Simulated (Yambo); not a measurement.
AlClO (space group Pmmn, No. 59), G0W0@PBEsol in Yambo with this input:

```
rim_cut
gw0
dyson
el_el_corr
HF_and_locXC
ppa
em1d
RandQpts= 1000000
RandGvec= 1 Ry
EXXRLvcs= 84 Ry
VXCRLvcs= 336 Ry
Chimod= "HARTREE"
% BndsRnXp
 1 | 165 |
%
NGsBlkXp= 8 Ry
% LongDrXp
 1.0 | 1.0 | 1.0 |
%
PPAPntXp= 27.2114 eV
% GbndRnge
 1 | 165 |
%
GTermKind= "BG"
DysSolver= "n"
ExtendOut
```

On a 4×4×2 mesh, with wavefunctions cut at 84 Ry, the gap ((-0.5, 0, 0) → Γ) is 8.538 eV and the valence edge shifts by -1.917 eV.

**Question.** What happens with this change: no random integration?

**Answer.** The gap falls by 0.068 eV, to 8.470 eV; the shift of the valence edge becomes -1.748 eV. Neither run is shown to be the converged limit.

Geometry relaxed with PBE+D3(BJ); primitive cell a = 3.147 Å, b = 3.633 Å, c = 7.845 Å, α = 90.00°, β = 90.00°, γ = 90.00°.

A shift is the quasiparticle energy of the state minus its PBEsol energy.
